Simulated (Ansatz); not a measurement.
# Time and memory for Ti11CO24

```yaml
crystal:
  lattice:
    - [4.5922, 4.5922, 0.0]
    - [-4.5922, 4.5922, 0.0]
    - [0.0, 0.0, 8.8722]
  atoms:
    - { symbol: C, position: [0.0, 0.0, 0.0] }
    - { symbol: Ti, position: [0.0, 0.0, 0.3333333333] }
    - { symbol: Ti, position: [0.0, 0.0, 0.6666666667] }
    - { symbol: Ti, position: [0.5, 0.5, 0.0] }
    - { symbol: Ti, position: [0.5, 0.5, 0.3333333333] }
    - { symbol: Ti, position: [0.5, 0.5, 0.6666666667] }
    - { symbol: Ti, position: [0.5, 0.0, 0.1666666667] }
    - { symbol: Ti, position: [0.5, 0.0, 0.5] }
    - { symbol: Ti, position: [0.5, 0.0, 0.8333333333] }
    - { symbol: Ti, position: [0.0, 0.5, 0.1666666667] }
    - { symbol: Ti, position: [0.0, 0.5, 0.5] }
    - { symbol: Ti, position: [0.0, 0.5, 0.8333333333] }
    - { symbol: O, position: [0.30496, 0.0, 0.0] }
    - { symbol: O, position: [0.30496, 0.0, 0.3333333333] }
    - { symbol: O, position: [0.30496, 0.0, 0.6666666667] }
    - { symbol: O, position: [0.80496, 0.5, 0.0] }
    - { symbol: O, position: [0.80496, 0.5, 0.3333333333] }
    - { symbol: O, position: [0.80496, 0.5, 0.6666666667] }
    - { symbol: O, position: [0.5, 0.30496, 0.1666666667] }
    - { symbol: O, position: [0.5, 0.30496, 0.5] }
    - { symbol: O, position: [0.5, 0.30496, 0.8333333333] }
    - { symbol: O, position: [0.0, 0.80496, 0.1666666667] }
    - { symbol: O, position: [0.0, 0.80496, 0.5] }
    - { symbol: O, position: [0.0, 0.80496, 0.8333333333] }
    - { symbol: O, position: [0.69504, 0.0, 0.0] }
    - { symbol: O, position: [0.69504, 0.0, 0.3333333333] }
    - { symbol: O, position: [0.69504, 0.0, 0.6666666667] }
    - { symbol: O, position: [0.19504, 0.5, 0.0] }
    - { symbol: O, position: [0.19504, 0.5, 0.3333333333] }
    - { symbol: O, position: [0.19504, 0.5, 0.6666666667] }
    - { symbol: O, position: [0.5, 0.69504, 0.1666666667] }
    - { symbol: O, position: [0.5, 0.69504, 0.5] }
    - { symbol: O, position: [0.5, 0.69504, 0.8333333333] }
    - { symbol: O, position: [0.0, 0.19504, 0.1666666667] }
    - { symbol: O, position: [0.0, 0.19504, 0.5] }
    - { symbol: O, position: [0.0, 0.19504, 0.8333333333] }
kpoints:
  mp_grid: { grid: [3, 3, 2] }
scf:
  occupations: { method: fermi_dirac, width: 0.01 }
hamiltonian:
  xc: pbe
  pseudopotentials: { kind: paw }
output:
  forces: true
  stress: true
  populations: true
  efg:
    quadrupole_moments_barn: { Ti: 0.247, O: -0.02558 }
    contact_densities: true
relax:
  f_tol: 0.03
  max_steps: 40
```

```sh
ansatz run input.yaml --threads 1 --pin off --max-ram 3072MiB --backend cpu --events-out ev --progress --plain --runs-dir out
```

It runs on 1 thread of Arm Neoverse V2 (aarch64; 8 cores open to the job, memory cap 3.0 GiB, no GPU), a shared host with a load of 0.5 a core.

Problem. How much time and memory should be set aside?

Solution. About 3.9 min of wall time (3.9 min of CPU time) and 0.97 GiB. The run holds 280 valence electrons in 176 bands, about 7337 plane waves a k-point and 8 irreducible k-points, and took 51 SCF iterations, over 7 ionic steps. Times on a shared host vary by tens of per cent.
